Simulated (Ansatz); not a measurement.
Magnetic states of Cr₂CdS₄

```
Cr Cd S
1.0
     0.00000    5.10870    5.10870
     5.10870    0.00000    5.10870
     5.10870    5.10870    0.00000
Cr Cd S
4 2 8
Direct
  0.62500 0.62500 0.62500
  0.12500 0.62500 0.62500
  0.62500 0.62500 0.12500
  0.62500 0.12500 0.62500
  0.00000 0.00000 0.00000
  0.25000 0.25000 0.25000
  0.38930 0.38930 0.38930
  0.41790 0.86070 0.86070
  0.38930 0.38930 0.83210
  0.86070 0.41790 0.86070
  0.83210 0.38930 0.38930
  0.86070 0.86070 0.86070
  0.38930 0.83210 0.38930
  0.86070 0.86070 0.41790
```

All energies were calculated with Ansatz 0.2.0 (r2SCAN; 500 eV; 5×5×5 Γ-centred mesh; fermi-dirac occupations of width 0.050 eV). The atoms are fixed and numbered as listed; spin is collinear, without spin-orbit coupling.

The cycle has several fixed points for this cell. Moments (μB):

```
state   Cr1   Cr2    Cr3    Cr4  other atoms together  size of the net moment a cell
    A  0.00  0.00   0.00   0.00                  0.00                           0.00
    B  2.71  2.71  -2.71  -2.71                  0.00                           0.00
    C  2.75  2.75   2.75  -2.67                 -0.25                           6.00
    D  2.79  2.79   2.79   2.79                 -0.50                          12.00
```

Site moments are taken in small spheres that don't touch (radius about 0.4 of the atom's shortest bond), so those of the magnetic atoms read low, and they needn't add up to the net moment. State A was run without spin polarisation.

**Question.** What is the order in energy at zero smearing?

**Answer.** State D (parallel moments) is lowest; C (antiparallel, not compensated) lies 9.7 meV above it, B (antiparallel, compensated) lies 13.0 meV above it, A (without moments) lies 658 meV above it, all counted an atom of the cell.

**Question.** Which states have a gap on the mesh, and what pressure does each exert on this cell?

**Answer.** A: a narrow gap at most, -4.9 GPa; B: gap 1.74 eV, 1.7 GPa; C: gap 1.63 eV, 1.7 GPa; D: gap 1.28 eV, 1.7 GPa (positive in compression). Moments take up room: without them the pressure is lower, so that state wants a smaller cell.

**Question.** Compare the parallel order D with the antiparallel order B.

**Answer.** Between D and B the moments keep their size (2.79 against 2.71 μB in the mean), so the difference mostly measures the exchange between the flipped sites: the parallel order gains 45 meV for each Cr atom. The nearest flipped pair stands 3.61 Å apart. Flipped pairs are linked through S; the widest Cr–S–Cr angle among the nearer links is 97°, at 3.61 Å between the metal atoms.

**Question.** How much does the cell gain by forming moments?

**Answer.** 658 meV an atom of the cell, or 2303 meV for each Cr atom, against state A, which has none. A run without spin would miss this and give wrong energies and forces. That state isn't the paramagnet, which keeps its moments, so this is no ordering energy.

Of 3 runs begun from atoms with typed moments, each in a different pattern, 1 ended in state D: one start isn't enough to call a state the ground state.

The cell is that of a Crystallography Open Database entry, unchanged.

Caveats: only orders that fit this cell and collinear spins were tried, so the true order may need a larger cell or canted moments; atoms and cell are not relaxed, and each state would relax in its own way; semilocal functionals without U often misplace the states of 3d oxides, halides and chalcogenides; the k mesh is coarse, so differences of a few meV are uncertain where a state is a metal; one start a pattern, so a lower state of the same pattern may exist; the nearest magnetic atoms form triangles, which frustrates antiparallel coupling, so the true order may be non-collinear or need another cell.
